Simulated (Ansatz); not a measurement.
Problem. Each is relaxed and computed with r²SCAN (plane waves, PAW; program Ansatz). Which is the only metal?
A. SiBCN, R3m (B on 3a, N on 3a, Si on 3a, C on 3a)
B. CaO, P6_3/mmc (Ca on 2d, O on 2c)
C. LiF, P6_3/mmc (Li on 2d, F on 2c)
D. Re2B, P6_3/mmc (B on 2c, Re on 2a, Re on 2d)

Solution. D, Re2B, P6_3/mmc (B on 2c, Re on 2a, Re on 2d). Re2B: metal; CaO: gap 3.63 eV (direct); SiBCN: gap 0.64 eV (indirect); LiF: gap 8.54 eV (direct). Constructed cells (a structure type filled with these elements, in neither database checked): Re2B, P6_3/mmc (B on 2c, Re on 2a, Re on 2d). Built on a structure type that need not be the filed one of that space group: CaO, P6_3/mmc (Ca on 2d, O on 2c). Typed or built starts, not in the databases checked: SiBCN, R3m (B on 3a, N on 3a, Si on 3a, C on 3a); LiF, P6_3/mmc (Li on 2d, F on 2c). Not the usual ambient phase: CaO, P6_3/mmc (Ca on 2d, O on 2c); LiF, P6_3/mmc (Li on 2d, F on 2c). All cells were relaxed under the symmetry of their starts (and spin orders); stability against distortions was not tested throughout. Named crystals with no word on spin ran without spin polarisation. Spin–orbit coupling is left out wherever it is not named.

Potentials: the earlier of the program's two PAW sets. The files were generated under PBE; for other functionals the program regenerates the frozen cores, and for LDA and PBEsol the local potential too.
